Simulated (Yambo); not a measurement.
A BSE run in Yambo for KHF2 (space group I4/mcm, No. 140) (LDA bands; 4×4×4 mesh, 12 valence and 11 conduction bands, static screening with 63 bands and a 3 Ry block, scissor 4.70 eV, Tamm-Dancoff; field along x) gives:

```
state  energy (eV)  states within 2 meV  relative strength   class
-----  -----------  -------------------  -----------------  ------
1             9.90                    1             < 0.01    dark
2            10.05                    2             < 0.01    dark
3            10.12                    2               1.00  strong
4            10.21                    1             < 0.01    dark
5            10.46                    1             < 0.01    dark
```

Axes are Cartesian, with cell vectors (Å) (-2.80, 2.80, 3.35), (2.80, -2.80, 3.35), (2.80, 2.80, -3.35).

Task: What changes when the light is polarised along z instead?

Result: The energies stay; the strengths change. The first strong state is now at 10.46 eV instead of 10.12 eV.
```tsv
state	energy (eV)	states within 2 meV	relative strength	class
1	9.90	1	< 0.01	dark
2	10.05	2	< 0.01	dark
3	10.12	2	< 0.01	dark
4	10.21	1	< 0.01	dark
5	10.46	1	1.00	strong
```
Each run's strengths are scaled to its own strongest state. These are vertical excitations (zero momentum). The scissor comes from a G0W0 run whose convergence isn't established.

Geometry of the Materials Project entry, not relaxed at this level; primitive cell a = 5.1880 Å, b = 5.1880 Å, c = 5.1880 Å, α = 114.69°, β = 114.69°, γ = 99.48°.
